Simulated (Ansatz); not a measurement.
Relaxed-ion elastic tensor of TiS$_{2}$ (CdI2 type, P-3m1) in GPa (Voigt order), DFT-LDA in the program Ansatz with PAW potentials; density 3.59 g/cm³, 17.26 Å³ per atom.

|  | 1 | 2 | 3 | 4 | 5 | 6 |
|---|---|---|---|---|---|---|
| 1 | 154 | 30.4 | 14.7 | -4.9 | 0.0 | 0.0 |
| 2 | 30.4 | 154 | 14.7 | 4.9 | 0.0 | 0.0 |
| 3 | 14.7 | 14.7 | 65.2 | 0.0 | 0.0 | 0.0 |
| 4 | -4.9 | 4.9 | 0.0 | 21.9 | 0.0 | 0.0 |
| 5 | 0.0 | 0.0 | 0.0 | 0.0 | 21.9 | -4.9 |
| 6 | 0.0 | 0.0 | 0.0 | 0.0 | -4.9 | 61.9 |

Is the crystal mechanically stable?

Yes: the smallest eigenvalue of C is 21.4 GPa.

Work out the Voigt, Reuss and Hill averages.

K_V = 54.8, K_R = 45.3, K_H = 50.1; G_V = 42.1, G_R = 32.5, G_H = 37.3 GPa.

Give Young's modulus, Poisson's ratio, Pugh's ratio and the universal anisotropy index.

E = 9KG/(3K + G) = 89.6 GPa; ν = 0.20; K/G = 1.34 (brittle by the Pugh limit of 1.75); A_U = 5G_V/G_R + K_V/K_R − 6 = 1.69.

Estimate the sound speeds and the Debye temperature.

v_l = √((K + 4G/3)/ρ) = 5270 m/s, v_t = √(G/ρ) = 3220 m/s, mean 3560 m/s; Θ = (h/k)(3n/4πV)^(1/3) v_m = 410 K.

Solve the Christoffel equation for the three sound speeds along x, y, z.

Eigenvalues of C_ijkl n_j n_l equal ρv². In km/s, slowest first: x 2.44, 4.17, 6.55; y 2.46, 4.15, 6.56; z 2.47, 2.47, 4.26.

How much does each axis shrink under pressure?

Linear compressibilities β_i = Σ_j S_ij (j = 1 to 3): x 4.4, y 4.4, z 13 per TPa.

The LDA relaxation kept the symmetry of its start; phonons on a q-mesh show no instability. No spin polarisation was allowed. A crystal of weakly bound layers computed without a dispersion correction: the cell and the soft elastic constants depend strongly on that. As this level gives no gap, shear constants depend on the k-mesh and smearing (Fermi–Dirac, 0.1 eV here).

Potentials: the later of the program's two PAW sets.
